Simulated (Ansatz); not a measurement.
One crystal and one scan (energy over volume and axial ratio) at two levels, PBE (plane waves to 420 eV, PAW, scalar-relativistic; Ansatz, a program for electronic structure) and PBEsol (plane waves to 420 eV, PAW, scalar-relativistic; Ansatz), each from its own relaxed cell and on its own mesh. The cell shown is that of PBE.

HgSe (zinc blende)

```xyz
2
Lattice="0.0000 3.1300 3.1300 3.1300 0.0000 3.1300 3.1300 3.1300 0.0000" Properties=species:S:1:pos:R:3 pbc="T T T"
Se     4.6950     4.6950     4.6950
Hg     0.0000     0.0000     0.0000
```

Grid over V/V₀ and (c/a)/(c/a)₀, subscript 0 meaning the relaxed cell; the conventional c axis lies along z; no internal relaxation.

E stands for the smeared free energy. HgSe was relaxed with its symmetry unable to fall. Spin-orbit coupling is left out, though Hg is heavy. With partly filled bands, the response to shear is sensitive to the k mesh, so small differences along c/a are uncertain. Percentages come from the unrounded values. Both scans cover V/V₀ from 0.960 to 1.040 and (c/a)/(c/a)₀ from 0.880 to 1.120.

```tsv
quantity	PBE	PBEsol	PBE − PBEsol
Lattice constant a (Å)	6.260	6.133	+0.127 (+2.1 %)
Shear modulus C′ = (C11 − C12)/2 (fit, atoms clamped) (GPa)	7.4	7.5	-0.1 (-1 %)
```

PBE gives the higher value for: lattice constant a. They agree on: shear modulus C′ (within 1.5 %). (PBE) At this level the bands of HgSe touch or barely overlap. (PBEsol) At this level the bands of HgSe touch or barely overlap.

(Under strain, the slope of the energy per volume gives the stress and its curvature an elastic modulus.)
